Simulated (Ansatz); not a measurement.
BaO:
```
BaO
1.0
    0.00000     2.74492     2.74492
    2.74492     0.00000     2.74492
    2.74492     2.74492     0.00000
Ba O
1 1
Direct
  0.00000   0.00000   0.00000
  0.50000   0.50000   0.50000
```

Relaxed with PBEsol. Special points in fractions of this cell's reciprocal vectors: Γ (0.000, 0.000, 0.000); X (0.500, 0.000, 0.500); U (0.625, 0.250, 0.625); K (0.375, 0.375, 0.750); L (0.500, 0.500, 0.500); W (0.500, 0.250, 0.750).

List the band energies nearest the valence-band maximum at these points for the program Ansatz at the PBEsol with spin–orbit coupling level (PAW).

In eV from the valence-band maximum; about four levels below and three above (degenerate sets whole), none deeper than 8.9 eV; points with the same levels are listed once.

```
k                    below                          above
-  -----------------------  -----------------------------
Γ  -0.55 -0.55 -0.55 -0.55  3.49 3.49 4.60 4.60 4.60 4.60
X    -0.23 -0.23 0.00 0.00            1.79 1.79 6.04 6.04
U  -0.89 -0.89 -0.20 -0.20            3.23 3.23 6.30 6.30
L  -1.68 -1.68 -1.67 -1.67            4.87 4.87 7.17 7.17
W  -0.40 -0.40 -0.18 -0.18            4.38 4.38 4.40 4.40
```

Space group Fm-3m (rock salt). The cell was relaxed with PBEsol under the symmetry of its start.

Potentials: the later of the program's two PAW sets.
